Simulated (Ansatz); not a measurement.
A plane-wave DFT run in Ansatz 0.2.0 (scalar-relativistic PAW potentials unless the input names others): input and command.

```yaml
crystal:
  lattice:
    - [4.9946070774, 0.0, 0.0]
    - [0.0, 4.9946070774, 0.0]
    - [0.0, 0.0, 4.9946070774]
  atoms:
    - { symbol: Na, position: [0.0, 0.5, 0.5] }
    - { symbol: Na, position: [0.5, 0.0, 0.5] }
    - { symbol: Na, position: [0.5, 0.5, 0.0] }
    - { symbol: Zr, position: [0.0, 0.0, 0.0] }
    - { symbol: B, position: [0.5, 0.5, 0.5] }
basis:
  ecutwfc: 420
  precision: f64
kpoints:
  mp_grid: { grid: [8, 8, 8] }
hamiltonian:
  xc: pbe
scf:
  occupations: { method: gaussian, width: 0.1 }
  eigensolver: { kind: davidson }
output:
  forces: true
  eigenvalues: true
  stress: true
```

```bash
ansatz run input.yaml --threads 1 --pin off --max-ram 2560MiB --backend cpu --events-out ev --progress --plain --runs-dir out
```

Abridged log:
```
Basis set: ecut = 420 eV, 2469 PW (Γ), exchange–correlation on 72×72×72 points (8 copies of the dense FFT grid, shifted against one another)
Bands: 26, of which v1, the nominal top of the filled ones, is band 21 counted from 1 (20 counted from 0)
Symmetry: 48 space group operations
k-points: 35 of 512
SCF iter   1: F=—  HF=-8792.252839 eV  |F-HF|=—  |Δ(HF+E_count)|=         —  Δρ=1.56e-3  dr2=2.93e-3  ethr=1.77e-3  ⟨swp⟩=5.5  Hψ=3428  notcnv=0
SCF iter   2: F=—  HF=-8792.254028 eV  |F-HF|=—  |Δ(HF+E_count)|=   1.19e-3  Δρ=8.86e-4  dr2=8.56e-4  ethr=6.97e-6  ⟨swp⟩=3.5  Hψ=2423  notcnv=0
SCF iter   3: F=—  HF=-8792.254392 eV  |F-HF|=—  |Δ(HF+E_count)|=   3.64e-4  Δρ=1.63e-4  dr2=6.05e-5  ethr=1.42e-7  ⟨swp⟩=2.8  Hψ=3745  notcnv=0
SCF iter   4: F=—  HF=-8792.254512 eV  |F-HF|=—  |Δ(HF+E_count)|=   1.20e-4  Δρ=8.34e-5  dr2=1.08e-5  ethr=1.42e-7  ⟨swp⟩=3.8  Hψ=2058  notcnv=0
SCF iter   5: F=—  HF=-8792.254512 eV  |F-HF|=—  |Δ(HF+E_count)|=   4.79e-8  Δρ=2.45e-5  dr2=1.10e-6  ethr=2.57e-8  ⟨swp⟩=3.9  Hψ=1951  notcnv=0
SCF iter   6: F=-8792.254512 eV  HF=-8792.254512 eV  |F-HF|=8.19e-9  |Δ(HF+E_count)|=   1.08e-7  Δρ=8.09e-6  dr2=5.38e-8  ethr=2.63e-9  ⟨swp⟩=3.8  Hψ=2167  notcnv=0
the search or the solves at the SCF's close seem to have found levels that the self-consistency loop had missed (the run counts 1). By its estimate they hold under 1e-12 electrons; where the run keeps them, the occupations were computed again with them
SCF 1 converged in 6 iterations: F = -8792.254512 eV  dr2 = 5.38e-8
  Residual-converged pass: ⟨swp⟩=4.0  Hψ=2437  notcnv=0  max |occ|·‖R‖ = 6.6e-6 eV (tolerance 6.7e-6 eV) dr2=5.12e-8  dr2_onsite=1.70e-8  max |Δocc| = 2.1e-8
SCF converged after 6 iterations
Free energy (F): -8792.254512 eV
Harris-Foulkes:  -8792.254512 eV  (|F-HF|=8.19e-9)
Internal energy: -8792.233771 eV  (E = F + TS)
E sigma→0 (E₀):  -8792.244141 eV
Entropy (-TS):   -0.020741 eV (-4.148 meV/atom)
Fermi energy:    4.462112 eV
--- Forces (eV/Å), atoms counted from 1 ---
  atom   1  Na     0.00000000     0.00000000     0.00000000
  atom   2  Na     0.00000000     0.00000000     0.00000000
  atom   3  Na     0.00000000     0.00000000     0.00000000
  atom   4  Zr     0.00000000     0.00000000     0.00000000
  atom   5  B      0.00000000     0.00000000     0.00000000
--- Stress (GPa, compression-positive) ---
        0.001534       0.000000       0.000000
        0.000000       0.001534       0.000000
        0.000000       0.000000       0.001534
  P = ⅓ Tr σ = 0.0015 GPa (0.015 kbar)
```

Apart from outputs, empty bands and the relaxation, which only the reference makes, the input differs from a reference run on usual settings in scf.eigensolver.kind: not typed → "davidson"; basis.precision: not typed → "f64". The reference, at the same geometry, ended its own course with pressure 0.00 GPa, largest force 0.000 eV/Å, no gap on the mesh. This run converged in 6 SCF iterations with an energy at zero smearing within 0.01 meV/atom of the reference's, pressure 0.00 GPa, largest force 0.000 eV/Å, no gap on the mesh.

The run took 3.6 s on 1 thread of Intel(R) Xeon(R) 6975P-C (Granite Rapids), on a shared host, peak memory 0.44 GiB.